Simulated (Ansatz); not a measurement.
Free-standing chains of the atoms of TiC, named by their start (strip: triangular double chain, ladder: square double chain); atoms and period are relaxed, and energies count from relaxed bulk TiC (Fm-3m, 9.89 Å³/atom, gap on the mesh 0.00 eV).

These are results of DFT PBEsol, scalar-relativistic, plane waves, PAW in Ansatz, not measurements.

Settings: cutoff 420 eV, Γ-centred mesh 1×1×19 on the computed 2-atom cell, Gaussian smearing of 0.05 eV; collinear spin from starting moments 1.5 0.5 μB.

Start (zigzag chain):

```
CELL_PARAMETERS angstrom
9.90000 0.00000 0.00000
0.00000 9.30000 0.00000
0.00000 0.00000 3.47762
ATOMIC_POSITIONS crystal
Ti 0.45609 0.50000 0.00000
C 0.54391 0.50000 0.50000
```

Task: Relax it.

Result: The free energy falls by 182 meV/atom.

| Item | Value |
| --- | --- |
| excess energy (eV per host atom) | 3.356 |
| period (Å) | 3.049 |
| gap on the mesh (eV) | 0 |
| highest filled level or Fermi level under vacuum (eV) | 4.05 |
| size of the moment (μB per cell) | 0.42 |

Relaxed structure:
```yaml
crystal:
  lattice:
    - [9.90000, 0.00000, 0.00000]
    - [0.00000, 9.30000, 0.00000]
    - [0.00000, 0.00000, 3.04867]
  atoms:
    - { symbol: Ti, position: [0.44770, 0.50000, 0.00000] }
    - { symbol: C, position: [0.55230, 0.50000, 0.50000] }
```

Each run keeps its start's symmetry and one magnetic start, so lower states can exist.

It took 32 s on 2 threads of Intel(R) Xeon(R) 6975P-C (Granite Rapids), on a shared host, peak memory 0.6 GiB.